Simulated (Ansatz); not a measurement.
PtPb (NiAs type)

```yaml
crystal:
  lattice:
    - [4.32118, 0.00000, 0.00000]
    - [-2.16059, 3.74225, 0.00000]
    - [0.00000, 0.00000, 5.52027]
  atoms:
    - { symbol: Pt, position: [0.00000, 0.00000, 0.50000] }
    - { symbol: Pt, position: [0.00000, 0.00000, 0.00000] }
    - { symbol: Pb, position: [0.33333, 0.66667, 0.25000] }
    - { symbol: Pb, position: [0.66667, 0.33333, 0.75000] }
```

Grid over V/V₀ and (c/a)/(c/a)₀, subscript 0 meaning the relaxed cell; the conventional c axis lies along z; no internal relaxation.

Computed with r2SCAN (plane waves to 500 eV, PAW, scalar-relativistic; Ansatz, a quantum-chemistry and plane-wave program). k mesh 12×12×9 (Γ-centred), Fermi-Dirac smearing 0.05 eV. Stress and pressure are positive under compression. With partly filled bands, the response to shear is sensitive to the k mesh, so small differences along c/a are uncertain. PtPb is run without spin polarisation. PtPb was relaxed with its symmetry unable to fall. Spin-orbit coupling is left out, though Pb and Pt are heavy. The last digit holds for this mesh only.

Changes of σzz (GPa) from the point V/V₀ = 1.000, (c/a)/(c/a)₀ = 1.000 when one coordinate moves alone (two changes are said to add if the coupling is within 5 % of the smaller one, nearly so within 20 %):

```json
[
 {"point": "V/V₀ = 1.000, (c/a)/(c/a)₀ = 0.920", "change": "11.35"},
 {"point": "V/V₀ = 1.000, (c/a)/(c/a)₀ = 0.947", "change": "6.90"},
 {"point": "V/V₀ = 1.000, (c/a)/(c/a)₀ = 0.973", "change": "3.12"},
 {"point": "V/V₀ = 0.920, (c/a)/(c/a)₀ = 1.000", "change": "13.28"},
 {"point": "V/V₀ = 0.947, (c/a)/(c/a)₀ = 1.000", "change": "8.04"},
 {"point": "V/V₀ = 0.973, (c/a)/(c/a)₀ = 1.000", "change": "3.65"},
 {"point": "V/V₀ = 1.027, (c/a)/(c/a)₀ = 1.000", "change": "-3.03"},
 {"point": "V/V₀ = 1.053, (c/a)/(c/a)₀ = 1.000", "change": "-5.53"},
 {"point": "V/V₀ = 1.080, (c/a)/(c/a)₀ = 1.000", "change": "-7.60"},
 {"point": "V/V₀ = 1.000, (c/a)/(c/a)₀ = 1.027", "change": "-2.44"},
 {"point": "V/V₀ = 1.000, (c/a)/(c/a)₀ = 1.053", "change": "-4.28"},
 {"point": "V/V₀ = 1.000, (c/a)/(c/a)₀ = 1.080", "change": "-5.40"}
]
```

Problem. Do the two effects add at V/V₀ = 1.027, (c/a)/(c/a)₀ = 1.027? Give the computed change.

Solution. The sum of the single changes is -3.03 + (-2.44) = -5.47; the calculation gives -5.17, so the coupling contributes 0.30 (under 20 % of the smaller single change, nearly additive).

Problem. Do the two effects add at V/V₀ = 0.947, (c/a)/(c/a)₀ = 1.053? Give the computed change.

Solution. The sum of the single changes is 8.04 + (-4.28) = 3.76; the calculation gives 2.46, so the coupling contributes -1.30 (over 20 % of the smaller single change, not additive).

Problem. Do the two effects add at V/V₀ = 1.080, (c/a)/(c/a)₀ = 1.080? Give the computed change.

Solution. The sum of the single changes is -7.60 + (-5.40) = -13.00; the calculation gives -11.31, so the coupling contributes 1.69 (over 20 % of the smaller single change, not additive).

(A scan under strain: stresses follow from slopes of the energy per volume, elastic moduli from its curvatures.)
